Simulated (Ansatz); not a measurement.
Given:

Be$_{5}$Pt:
```yaml
crystal:
  lattice:
    - [0.00000, 2.96988, 2.96988]
    - [2.96988, 0.00000, 2.96988]
    - [2.96988, 2.96988, 0.00000]
  atoms:
    - { symbol: Be, position: [0.75000, 0.75000, 0.75000] }
    - { symbol: Be, position: [0.87366, 0.37545, 0.37545] }
    - { symbol: Be, position: [0.37545, 0.37545, 0.37545] }
    - { symbol: Be, position: [0.37545, 0.37545, 0.87366] }
    - { symbol: Be, position: [0.37545, 0.87366, 0.37545] }
    - { symbol: Pt, position: [0.00000, 0.00000, 0.00000] }
```

This is the PBEsol-relaxed structure.

Question: All from plane-wave PAW PBEsol (Ansatz code), unless another level is named. Give the smallest direct gap on the standard path.

Answer: 0.76 eV.

Question: What about the formation energy from the elements (no fitted shifts)?

Answer: -0.48 eV/atom.

Question: Next, the valence-band maximum?

Answer: on the K–Γ line, 65 % of the way from K.

Question: Give the conduction-band minimum.

Answer: at W (6 equivalent valleys).

Space group F-43m. The workflow started from a Materials Project entry (that database holds measured and hypothetical structures alike); the Crystallography Open Database copy checked does not list it. With Be and Pt taken as one species the cell has the higher symmetry Fd-3m, so it may be an ordered model of a mixed-site phase. Its standing as an ambient phase is unchecked. The PBEsol relaxation kept the symmetry of its start; its stability against distortions is not shown here. The run is not spin-polarised. The references are the lowest solids computed at this level, not always the standard phases. Scalar-relativistic: spin–orbit coupling is off unless named, which matters more the heavier the elements.

Potentials: the later of the program's two PAW sets.
